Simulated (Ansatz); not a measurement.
## EuNi₃ in the AuCu3-type structure

Computed with Ansatz (plane waves, PAW, 420 eV cutoff): PBE+U (U_eff = 6 eV on Eu 4f), scalar-relativistic, collinear spin, Γ-centred 8×8×8 mesh, 0.05 eV Gaussian smearing. The datasets are Ansatz's generated set soft_2.

```
Eu Ni
1.0
     3.95708    0.00000    0.00000
     0.00000    3.95708    0.00000
     0.00000    0.00000    3.95708
Eu Ni
1 3
Direct
  0.00000 0.00000 0.00000
  0.00000 0.50000 0.50000
  0.50000 0.50000 0.00000
  0.50000 0.00000 0.50000
```

This is a trial structure made by placing the elements on a prototype's sites, so it needn't be the stable form.

Magnetic state: ferrimagnetic, site spin moments Eu 6.77; Ni -0.41 μB.

The cell above was scaled in volume, its shape and atoms being fixed by the lattice's symmetry. Energies are counted from the cell above.

```csv
V (Å³/atom),ΔE (meV/atom),P from the stress (GPa)
14.639,14.21,5.62
14.871,7.31,3.91
15.181,1.77,1.85
15.491,0.00,0.00
15.800,1.61,-1.65
16.110,6.24,-3.11
16.575,18.11,-5.03
17.040,35.09,-6.64
```

Problem. Do the energies and the pressures agree? Compare −ΔE/ΔV between neighbouring points (1 meV/Å³ = 0.1602 GPa) with the mean of their pressures.

Solution. 
```json
{"interval (Å³/atom)": "14.64 to 14.87", "−ΔE/ΔV (GPa)": "4.8", "mean P (GPa)": "4.8"}
{"interval (Å³/atom)": "14.87 to 15.18", "−ΔE/ΔV (GPa)": "2.9", "mean P (GPa)": "2.9"}
{"interval (Å³/atom)": "15.18 to 15.49", "−ΔE/ΔV (GPa)": "0.9", "mean P (GPa)": "0.9"}
{"interval (Å³/atom)": "15.49 to 15.80", "−ΔE/ΔV (GPa)": "-0.8", "mean P (GPa)": "-0.8"}
{"interval (Å³/atom)": "15.80 to 16.11", "−ΔE/ΔV (GPa)": "-2.4", "mean P (GPa)": "-2.4"}
{"interval (Å³/atom)": "16.11 to 16.57", "−ΔE/ΔV (GPa)": "-4.1", "mean P (GPa)": "-4.1"}
{"interval (Å³/atom)": "16.57 to 17.04", "−ΔE/ΔV (GPa)": "-5.9", "mean P (GPa)": "-5.8"}
```
They differ by 0.02 GPa at most.

Problem. What do the two routes give for V0, B0 and B0′?

Solution. A third-order Birch–Murnaghan fit of the energies: V0 = 15.49 Å³/atom, B0 = 87 GPa, B0′ = 4.7. A polynomial of P in ln V, with B = −dP/d ln V at P = 0: V0 = 15.49 Å³/atom, B0 = 87 GPa, B0′ = 4.7.

B0·V0 = 87.1 GPa × 15.49 Å³ = 8.42 eV/atom sets the scale: near the minimum ΔE ≈ ½ B0 V0 x², with x = V/V0 − 1, and a pressure of 0.9 GPa squeezes the volume by about 1 %. At the ends of the curve: x = −5.5 % predicts 12.8 meV/atom and the run gives 14.2; x = +10.0 % predicts 42.0 meV/atom and the run gives 35.1. The curve is steeper than the parabola on the compressed side and flatter on the expanded side: the bulk modulus rises with pressure.

Scalar-relativistic only: spin–orbit splittings of the heavy atoms' levels are missing. The run wasn't fully tested for a lower electronic state. Site moments are of spin, integrated over atomic spheres. A U of this size is made for insulators; in a metal, as here, it tends to take f weight out of the bonding and to swell the cell.
